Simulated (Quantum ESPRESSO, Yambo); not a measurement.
# Levels of theory for the gap of SiO2

SiO2 (space group P6_322, No. 182): one geometry, one set of PBEsol (pw.x of Quantum ESPRESSO, ONCV potentials, without SOC) orbitals, self-energies from Yambo (3×3×2 Γ-centred k mesh, 273 bands and a 7 Ry block in the screening, 273 bands in G with the Bruneval-Gonze terminator, plasmon pole fitted at 27.2 eV).

The geometry is that of Materials Project entry mp-559091, symmetrised and not relaxed again.

```
level                                                        gap (0, 0.333, 0) → Γ (eV)  direct gap at Γ (eV)                   rough Yambo cost
-----------------------------------------------------------  --------------------------  --------------------  ---------------------------------
PBEsol (Quantum ESPRESSO)                                                          5.68                  5.68                                  –
exchange only (Hartree-Fock self-energy on PBEsol orbitals)                       15.53                 15.53             about 1/20 (10 states)
static COHSEX@PBEsol                                                               9.74                  9.77  within a factor of two (3 states)
G0W0@PBEsol, plasmon pole                                                          8.51                  8.52                      1 (10 states)
```

Bare exchange has no screening and gives the widest gap; static COHSEX screens it but leaves out the frequency dependence, which G0W0 restores.

Costs are rough ratios of core time on shared machines.

Nearest settings tried, and what they do to the gap: 175 bands in W, 175 bands in G: +14 meV; 2 Ry block (73 vectors against 391): +250 meV. Not varied: mesh. So the settings aren't converged at that level.

This is not the ordinary phase of the substance; no match was found in the copy of COD used, and its stability was not checked.
